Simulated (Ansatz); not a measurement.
Here is the system:

ZnSeO3:
```
CELL_PARAMETERS angstrom
      6.22200     0.00000     0.00000
      0.00000    11.98312     0.00000
      0.00000     0.00000     7.24696
ATOMIC_POSITIONS crystal
  Zn 0.86565 0.40467 0.39169
  Zn 0.13435 0.59533 0.60831
  Zn 0.63435 0.59533 0.89169
  Zn 0.36565 0.40467 0.10831
  Zn 0.36565 0.09533 0.60831
  Zn 0.63435 0.90467 0.39169
  Zn 0.13435 0.90467 0.10831
  Zn 0.86565 0.09533 0.89169
  Se 0.89024 0.35751 0.95605
  Se 0.10976 0.64249 0.04395
  Se 0.60976 0.64249 0.45605
  Se 0.39024 0.35751 0.54395
  Se 0.39024 0.14249 0.04395
  Se 0.60976 0.85751 0.95605
  Se 0.10976 0.85751 0.54395
  Se 0.89024 0.14249 0.45605
  O  0.01850 0.09327 0.65298
  O  0.98150 0.90673 0.34702
  O  0.48150 0.90673 0.15298
  O  0.51850 0.09327 0.84702
  O  0.51850 0.40673 0.34702
  O  0.48150 0.59327 0.65298
  O  0.98150 0.59327 0.84702
  O  0.01850 0.40673 0.15298
  O  0.65848 0.06538 0.47075
  O  0.34152 0.93462 0.52925
  O  0.84152 0.93462 0.97075
  O  0.15848 0.06538 0.02925
  O  0.15848 0.43462 0.52925
  O  0.84152 0.56538 0.47075
  O  0.34152 0.56538 0.02925
  O  0.65848 0.43462 0.97075
  O  0.80045 0.23295 0.03332
  O  0.19955 0.76705 0.96668
  O  0.69955 0.76705 0.53332
  O  0.30045 0.23295 0.46668
  O  0.30045 0.26705 0.96668
  O  0.69955 0.73295 0.03332
  O  0.19955 0.73295 0.46668
  O  0.80045 0.26705 0.53332
```

This is the r²SCAN-relaxed structure. Tensor components refer to the Cartesian frame of this cell.

### Question
All from r²SCAN in the plane-wave PAW code Ansatz, unless another level is named. Estimate the formation energy from the elements (no fitted shifts).

### Answer
-1.17 eV/atom.

### Question
What about the band gap?

### Answer
4.68 eV (smallest direct gap 4.70 eV).

### Question
Predict the conduction-band minimum.

### Answer
on the Γ–Z line, 46 % of the way from Γ (k = 0.000, 0.000, 0.229 in fractions of the reciprocal vectors) (2 equivalent valleys).

Space group Pbca. The workflow started from a Materials Project entry (that database holds measured and hypothetical structures alike); the Crystallography Open Database files this formula in space group No. 61, but the cells were not matched. Its standing as an ambient phase is unchecked. The cell was relaxed with r²SCAN under the symmetry of its start; its stability against distortions is not shown here. The references are the lowest solids computed at this level, not always the standard phases (solids in place of the gases). Scalar-relativistic: spin–orbit coupling is off unless named, which matters more the heavier the elements.

Potentials: the later of the program's two PAW sets.
